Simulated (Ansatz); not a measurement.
InGaN2:
```
InGaN2
1.0
    3.35353     0.00000     0.00000
   -1.67677     2.90424     0.00000
    0.00000     0.00000     5.49962
In Ga N
1 1 2
Direct
  0.00000   0.00000   0.99711
  0.66667   0.33333   0.49592
  0.66667   0.33333   0.14601
  0.00000   0.00000   0.60256
```

Cartesian axes are those of the cell as given.

### Question
Give the high-frequency dielectric tensor and the Born effective charge tensors of the independent atoms from DFPT, PBEsol in the plane-wave PAW code Ansatz.

### Answer

ε∞:
```
8.52  0.00  0.00
0.00  8.52  0.00
0.00  0.00  8.20
```
Z* of atom 1 (In), rows: field, columns: displacement, in e:
```
2.77  0.00  0.00
0.00  2.77  0.00
0.00  0.00  2.92
```
Z* of atom 2 (Ga), rows: field, columns: displacement, in e:
```
2.71  0.00  0.00
0.00  2.71  0.00
0.00  0.00  2.85
```
Z* of atom 3 (N), rows: field, columns: displacement, in e:
```
-2.65   0.00   0.00
 0.00  -2.65   0.00
 0.00   0.00  -3.13
```
Z* of atom 4 (N), rows: field, columns: displacement, in e:
```
-2.82   0.00   0.00
 0.00  -2.82   0.00
 0.00   0.00  -2.65
```

Space group P3m1. The first step of the workflow began from a Materials Project structure, measured or hypothetical; the Crystallography Open Database copy checked does not list it. With In and Ga taken as one species the cell has the higher symmetry P6_3mc, so it may be an ordered model of a mixed-site phase. Whether it is the stable phase at ambient conditions was not checked. The cell was relaxed with PBEsol under the symmetry of its start; its stability against distortions is not shown here. Scalar-relativistic: spin–orbit coupling is off unless named, which matters more the heavier the elements.

Potentials: the later of the program's two PAW sets.
